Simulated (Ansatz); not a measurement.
Au:
```
Au
1.0
    0.00000     2.06193     2.06193
    2.06193     0.00000     2.06193
    2.06193     2.06193     0.00000
Au
1
Direct
  0.00000   0.00000   0.00000
```

Relaxed with r²SCAN. Special points in fractions of this cell's reciprocal vectors: Γ (0.000, 0.000, 0.000); X (0.500, 0.000, 0.500); U (0.625, 0.250, 0.625); K (0.375, 0.375, 0.750); L (0.500, 0.500, 0.500); W (0.500, 0.250, 0.750).

Question: List the band energies nearest the Fermi level at these points for DFT-r²SCAN in the program Ansatz with PAW potentials.

Answer: In eV from the Fermi level; about four levels below and three above (degenerate sets whole), none deeper than 8.9 eV; … stands for higher levels left out; points with the same levels are listed once.

```tsv
k	below	above
Γ	-4.95 -4.95 -4.95 -3.49 -3.49	…
X	-6.96 -2.36 -1.98 -1.98	1.13 …
U	-6.01 -4.05 -3.19 -2.41	3.82 …
L	-4.99 -4.99 -2.30 -2.30 -0.80	…
W	-5.37 -5.37 -3.61 -1.97	4.65 …
```

Space group Fm-3m (fcc (Cu type)). The cell was relaxed with r²SCAN under the symmetry of its start. Scalar-relativistic: spin–orbit coupling is off unless named, which matters more the heavier the elements.

Potentials: the earlier of the program's two PAW sets.
